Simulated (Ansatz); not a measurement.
# Two-dimensional strain map in Sr$_{3}$SbP

All numbers below come from DFT PBEsol, scalar-relativistic, plane waves, PAW in Ansatz. Cutoff 420 eV, Γ-centred 6×6×6 k-points, Gaussian smearing of 0.03 eV. Spin–orbit coupling is left out, which matters for the heavy elements here. No spin polarisation. Energies are free energies at this smearing, counted from the undisturbed cell; pressure is positive in compression.

Reference structure (as given, not relaxed at this level; it stands at -1.3 GPa, and it needn't be the usual structure):

```xyz
5
Lattice="5.7400 0.0000 0.0000 0.0000 5.7400 0.0000 0.0000 0.0000 5.7400" Properties=species:S:1:pos:R:3 pbc="T T T"
Sr    0.0000    2.8700    2.8700
Sr    2.8700    0.0000    2.8700
Sr    2.8700    2.8700    0.0000
Sb    0.0000    0.0000    0.0000
P     2.8700    2.8700    2.8700
```

The cell is strained by p along both x and y and by q along z, fractional coordinates fixed. Points are written (p, q).

Energy above the undisturbed cell in meV/atom (a dash: not computed):

```csv
p \ q,-0.030,0.000,0.030
-0.030,2.4,0.6,15.7
0.000,-0.2,0.0,17.2
0.030,33.2,35.3,–
```

Pressure in GPa:

| p \ q | -0.030 | 0.000 | 0.030 |
| --- | --- | --- | --- |
| -0.030 | 1.8 | 0.7 | -0.2 |
| 0.000 | -0.4 | -1.3 | -2.1 |
| 0.030 | -1.9 | -2.8 | – |

Gap on the k-mesh in eV:

```
 p \ q  -0.030  0.000  0.030
-0.030    0.47   0.30   0.13
 0.000    0.22   0.26   0.14
 0.030    0.00   0.06      –
```

Where the gap reads zero the k-mesh, chosen for the insulator, is on the coarse side.